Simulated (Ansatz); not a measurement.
A generated cell, not matched to a known phase here, of KTaTe3: Pm-3m (No. 221), cP5, cubic perovskite type; a = b = c = 5.507 Å, α = β = γ = 90.00°; K 1a (0.000, 0.000, 0.000); Ta 1b (0.500, 0.500, 0.500); Te 3c (0.000, 0.500, 0.500). The numbers are results of r2SCAN (plane waves to 500 eV, PAW, scalar-relativistic; Ansatz, a program for electronic structure), not measurements. Element references, the lowest calculated here: Te (P3₁21), K (Im-3m), Ta (Im-3m).

Problem. Estimate the formation energy of this Pm-3m form of KTaTe3 from the elements that r2SCAN returns for this input.

Solution. -0.43 eV/atom.

A lower structure of this composition may exist.

Static energies, no anion corrections, no zero-point energy. Values are rounded to 0.01 eV/atom. Not shown to be the ambient phase of their composition (a lower form may be missing, and a cell relaxed within its start's symmetry can be a saddle point): KTaTe3 (Pm-3m). Spin-orbit coupling is missing from these energies, which matters for elements this heavy. The compounds carry no spin polarisation.
